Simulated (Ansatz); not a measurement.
Data:

Ga₂Se₃:
```
CELL_PARAMETERS angstrom
     -1.89363     5.68447     2.72254
      1.89363    -5.68447     2.72254
      1.89363     5.68447    -2.72254
ATOMIC_POSITIONS crystal
  Ga 0.66991 0.00981 0.66010
  Ga 0.34972 0.00981 0.33990
  Se 0.38161 0.22729 0.15432
  Se 0.07297 0.22729 0.84568
  Se 0.77580 0.27580 0.50000
```

This is the LDA-relaxed structure.

### Question
All from DFT-LDA in the program Ansatz with PAW potentials, unless another level is named. Predict the smallest direct gap on the standard path.

### Answer
0.60 eV.

### Question
And the hole effective mass?

### Answer
0.31, 1.6, 3.8 mₑ (principal values).

### Question
What about the electron effective mass?

### Answer
0.084, 0.11, 0.13 mₑ (principal values).

### Question
What about the band gap?

### Answer
0.49 eV (indirect).

Space group Imm2. The first step of the workflow began from a Materials Project structure, measured or hypothetical; the Crystallography Open Database copy checked does not list it. COD files the formula under space group No. 9. Its standing as an ambient phase is unchecked. Symmetry was held in the LDA relaxation; its stability against distortions is not shown here. Scalar-relativistic: spin–orbit coupling is off unless named, which matters more the heavier the elements.

Potentials: the later of the program's two PAW sets.
